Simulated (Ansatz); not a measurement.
**What DFT gives for P**

```
P
1.0
    -1.64351    0.00000    5.21354
     0.00000   -4.34958    0.00000
     1.64351    0.00000    5.21354
P
4
Direct
  0.09800 0.91000 0.09800
  0.59800 0.59000 0.59800
  0.90200 0.09000 0.90200
  0.40200 0.41000 0.40200
```

Level: HSE06, no spin polarisation; 420 eV; 6×4×6 Γ-centred mesh; gaussian occupations (width 0.0237 eV); Ansatz 0.2.0, fixed geometry.

Q: Which atom feels the largest force, and which way?

A: The largest is on P1 (and as large on other atoms): 0.95 eV/Å, components (0.00, -0.83, 0.45). It makes 125° with the line to a nearest neighbour, P2 at 2.15 Å.

Q: What does the stress say?

A: The pressure is 6.3 GPa (compression positive), so with the atoms held at these fractions the cell would first expand; the forces are large, so a full relaxation may end otherwise. The principal stresses 5.5, 5.8, 7.7 GPa differ, so its shape would change too.

Q: What is the character of the valence top and the conduction bottom?

A: Within 0.7 eV of the edges, the states project mainly on P p (85 %) below the gap and on P p (66 %) and P s (18 %) above it.

Q: Metal or insulator? Give the gap.

A: The gap is 0.53 eV, direct at the points sampled.

Origin: a database entry at a rescaled volume. Caveats: the exchange threshold is loose for a stress; the SCF threshold is loose for a stress.
